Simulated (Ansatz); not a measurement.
SiC:
```cif
data_C4Si4
_chemical_formula_sum 'Si4 C4'
_space_group_name_H-M_alt 'P 1'
_space_group_IT_number 1
_cell_length_a 5.81410
_cell_length_b 3.12515
_cell_length_c 5.18905
_cell_angle_alpha 90.000
_cell_angle_beta 90.000
_cell_angle_gamma 90.000
loop_
_space_group_symop_operation_xyz
  'x, y, z'
loop_
_atom_site_label
_atom_site_type_symbol
_atom_site_fract_x
_atom_site_fract_y
_atom_site_fract_z
_atom_site_occupancy
Si1 Si 0.15937 0.25000 0.40411 1
Si2 Si 0.34063 0.75000 0.90411 1
Si3 Si 0.84063 0.75000 0.59589 1
Si4 Si 0.65937 0.25000 0.09589 1
C1 C 0.82462 0.25000 0.39609 1
C2 C 0.67538 0.75000 0.89609 1
C3 C 0.17538 0.75000 0.60391 1
C4 C 0.32462 0.25000 0.10391 1
```

Relaxed with PBEsol.

Decompose the optical modes at the zone centre into irreducible representations, and say which are infrared and Raman allowed.

Point group mmm: Γ_opt = 4Ag + 2Au + 2B1g + 3B1u + 4B2g + B2u + 2B3g + 3B3u. Infrared: B1u, B2u, B3u. Raman: Ag, B1g, B2g, B3g.

Assign frequencies (DFPT, plane-wave PAW PBEsol (Ansatz code); without the LO–TO term).

Ag 160, Au 256, B3g 308, B1g 356, B1u 401, B2g 415, Ag 439, Ag 532, B3u 564, B2g 605, B3u 611, B1u 643, B2g 662, B3g 766, Au 771, B1g 776, B2u 786, B3u 900, B1u 918, B2g 960, Ag 972 cm⁻¹.

Subscripts of B labels follow the axes of the standard setting.

Space group Pnma. The start of the workflow was typed in or built on a structure type; neither database checked (COD, Materials Project) lists it. It is not the phase usual at ambient conditions (space group No. 186, 216). The PBEsol relaxation kept the symmetry of its start; phonons on a q-mesh show no instability.

Potentials: the later of the program's two PAW sets.
